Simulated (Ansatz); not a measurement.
Data:

ScAl:
```
CELL_PARAMETERS angstrom
      3.34429     0.00000     0.00000
      0.00000     3.34429     0.00000
      0.00000     0.00000     3.34429
ATOMIC_POSITIONS crystal
  Sc 0.50000 0.50000 0.50000
  Al 0.00000 0.00000 0.00000
```

This is the PBEsol-relaxed structure.

Q: All from the program Ansatz at the PBEsol level (PAW), unless another level is named. Give the formation energy from the elements (no fitted shifts).

A: -0.47 eV/atom.

Q: Predict the density of states at the Fermi level.

A: 0.38 states/eV per atom (mean over ±0.08 eV).

Space group Pm-3m (CsCl type). The workflow started from a Materials Project entry (that database holds measured and hypothetical structures alike); the Crystallography Open Database copy checked does not list it. With Sc and Al taken as one species the cell has the higher symmetry Im-3m, so it may be an ordered model of a mixed-site phase. Its standing as an ambient phase is unchecked. The cell was relaxed with PBEsol under the symmetry of its start; of distortions, only those at the zone centre were tested. The run is not spin-polarised. The references are the lowest solids computed at this level, not always the standard phases.

Potentials: the later of the program's two PAW sets.
